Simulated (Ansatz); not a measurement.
# Structure optimisation: iron, simple cubic

Method: DFT, PBEsol, plane waves (420 eV) with PAW, scalar-relativistic in Ansatz 0.2.0. (PAW data from PBE, frozen cores regenerated.)

k-point mesh 13×13×13, Fermi-Dirac smearing 0.1 eV, no spin polarisation. Cell and atoms relax.

Starting structure:

```yaml
crystal:
  lattice:
    - [2.33426, 0.00000, 0.00000]
    - [0.00000, 2.33426, 0.00000]
    - [0.00000, 0.00000, 2.33426]
  atoms:
    - { symbol: Fe, position: [0.00000, 0.00000, 0.00000] }
```

Question: What cell does the relaxation end in?

Answer: Pm-3m with a = 2.237 Å; 11.19 Å³ per atom against 12.72 at the start (-12.0 %).

Question: How much energy does the relaxation gain?

Answer: 119.0 meV per atom.

Path of the relaxation (the plane waves are chosen anew near the end, which can shift the energy a little):

| step | E − E(final) (meV/atom) | V (Å³/atom) | P (GPa) | max force (eV/Å) |
| --- | --- | --- | --- | --- |
| 0 | 119.02 | 12.719 | -22.18 | 0.000 |
| 1 | 20.29 | 11.785 | -10.66 | 0.000 |
| 2 | 0.69 | 11.036 | 3.28 | 0.000 |
| 3 | -0.77 | 11.197 | -0.17 | 0.000 |
| 4 | -0.78 | 11.189 | 0.00 | 0.000 |
| 5 | 0.00 | 11.189 | 0.03 | 0.000 |

Spin polarisation is off here; a magnetic state may lie lower.
